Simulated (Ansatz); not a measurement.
AlBO$_{3}$ (space group R-3c)

```yaml
crystal:
  lattice:
    - [2.23765, 1.29191, 4.57921]
    - [-2.23765, 1.29191, 4.57921]
    - [0.00000, -2.58382, 4.57921]
  atoms:
    - { symbol: Al, position: [0.50000, 0.50000, 0.50000] }
    - { symbol: Al, position: [0.00000, 0.00000, 0.00000] }
    - { symbol: B, position: [0.75000, 0.75000, 0.75000] }
    - { symbol: B, position: [0.25000, 0.25000, 0.25000] }
    - { symbol: O, position: [0.75000, 0.44126, 0.05874] }
    - { symbol: O, position: [0.25000, 0.55874, 0.94126] }
    - { symbol: O, position: [0.05874, 0.75000, 0.44126] }
    - { symbol: O, position: [0.94126, 0.25000, 0.55874] }
    - { symbol: O, position: [0.44126, 0.05874, 0.75000] }
    - { symbol: O, position: [0.55874, 0.94126, 0.25000] }
```

The volume is varied about the relaxed value V₀ at fixed cell shape. The atoms relax within the cell's symmetry.

Calculation: PBEsol (plane waves to 420 eV, PAW, scalar-relativistic; Ansatz, a program for electronic structure). k mesh 9×9×9 (Γ-centred), Fermi-Dirac smearing 0.05 eV. E stands for the smeared free energy. Compression counts positive. With the shape held, the modulus is that of even scaling; a crystal free to change shape is softer. AlBO3 was relaxed with its symmetry unable to fall. The zero of ΔE is the relaxed starting cell.

| V (Å³/atom) | ΔE (meV/atom) |
|---|---|
| 7.148 | 66.0 |
| 7.281 | 44.4 |
| 7.413 | 27.5 |
| 7.546 | 15.0 |
| 7.678 | 6.5 |
| 7.810 | 1.6 |
| 7.943 | 0.0 |
| 8.075 | 1.5 |
| 8.207 | 5.8 |
| 8.340 | 12.6 |
| 8.472 | 21.8 |
| 8.605 | 33.2 |
| 8.737 | withheld |

Fit a third-order Birch-Murnaghan form (E₀, V₀, B₀, B₀′ free) to the given rows and predict ΔE at V = 8.737.

Least squares on the 12 given rows: ΔE = E₀ + (9V₀B₀/16)·y²·[2 + (B₀′ − 4)y], y = (V₀/V)^(2/3) − 1, with V₀ = 7.943 Å³/atom, B₀ = 221.4 GPa (160.2 GPa = 1 eV/Å³; the term in eV is multiplied by 1000), B₀′ = 4.22, E₀ = 0.02 meV/atom; root-mean-square residual 0.03 meV/atom. At 8.737 the fit gives 46.5 meV/atom; the calculation gives 46.5 meV/atom, the same to the digits shown. For the pressure the fit gives -17.3 GPa against the computed -17.3 GPa.

(Under strain, the slope of the energy per volume gives the stress and its curvature an elastic modulus.)
